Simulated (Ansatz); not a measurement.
Computed properties of BAs

BAs:
```xyz
6
Lattice="3.4460 0.0000 0.0000 -1.7230 2.9844 0.0000 0.0000 0.0000 7.4571" Properties=species:S:1:pos:R:3 pbc="T T T"
B      1.7230     0.0000     3.7286
B     -0.8615     1.4922     1.2429
B      0.8615     1.4922     6.2143
As     1.7230     0.0000     0.0000
As    -0.8615     1.4922     4.9714
As     0.8615     1.4922     2.4857
```

Space group P6_222 (No. 180); conventional cell a = b = 3.4460 Å, c = 7.4571 Å, α = β = 90.00°, γ = 120.00°.

Method: DFT-r²SCAN in the program Ansatz with PAW potentials. Geometry: relaxed at this level of theory. Other levels are named where they apply.

Cell and energy:

```json
{
 "volume_per_atom": "12.78 Å³",
 "density": "5.57 g/cm³"
}
```

Electronic structure:

```json
{
  "band_gap": "0.67 eV (indirect)",
  "valence_band_maximum": "at Γ",
  "conduction_band_minimum": "at M (3 equivalent valleys)",
  "smallest_direct_gap_on_the_standard_path": "2.50 eV",
  "electron_effective_mass": "0.20, 0.33, 0.34 mₑ (principal values)",
  "hole_effective_mass": "0.18, 0.44, 0.44 mₑ (principal values)",
  "HSE06 gap on the r²SCAN cell": "0.97 eV",
  "Gap with spin–orbit coupling": "0.67 eV"
}
```

Mechanics:

```json
{
 "Bulk modulus (Birch–Murnaghan fit)": "144 GPa",
 "Pressure derivative B′": "4.2"
}
```

Charges:

```json
{
 "bader_charges": "B +0.14, As -0.14 e"
}
```

The start of the workflow was typed in or built on a structure type; neither database checked (COD, Materials Project) lists it. It is not the phase usual at ambient conditions (space group No. 216). Symmetry was held in the r²SCAN relaxation; its stability against distortions is not shown here. Spin–orbit coupling is left out wherever it is not named.

Potentials: the earlier of the program's two PAW sets.
